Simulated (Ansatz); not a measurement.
According to the program Ansatz at the r²SCAN+D4 level (PAW), Ge2Sb2Te5 in the trigonal phase (P3m1; Pearson symbol hP9) relaxes to a = 4.231 Å, c = 17.784 Å. Te on 1a has 6 nearest neighbours from 3.00 Å (octahedral); Sb on 1b has 6 nearest neighbours from 3.00 Å (octahedral); Te on 1c has 6 nearest neighbours from 3.14 Å (octahedral); Sb on 1a has 6 nearest neighbours from 2.98 Å (octahedral). Its formation energy from the elements is -0.082 eV/atom, with no fitted shifts.

The Kohn–Sham gap is 0.25 eV (smallest direct gap 0.26 eV). The valence maximum lies at Γ and the conduction minimum on the K–Γ line, 94 % of the way from K (6 equivalent valleys).

The start of the workflow was typed in or built on a structure type; neither database checked (COD, Materials Project) lists it. It is not the phase usual at ambient conditions (space group No. 164). Symmetry was held in the r²SCAN+D4 relaxation; whether a distortion lowers the energy is not shown. The references are the lowest solids computed at this level, not always the standard phases. Scalar-relativistic: spin–orbit coupling is off unless named, which matters more the heavier the elements.

Potentials: the earlier of the program's two PAW sets. The files were generated under PBE; for other functionals the program regenerates the frozen cores, and for LDA and PBEsol the local potential too.
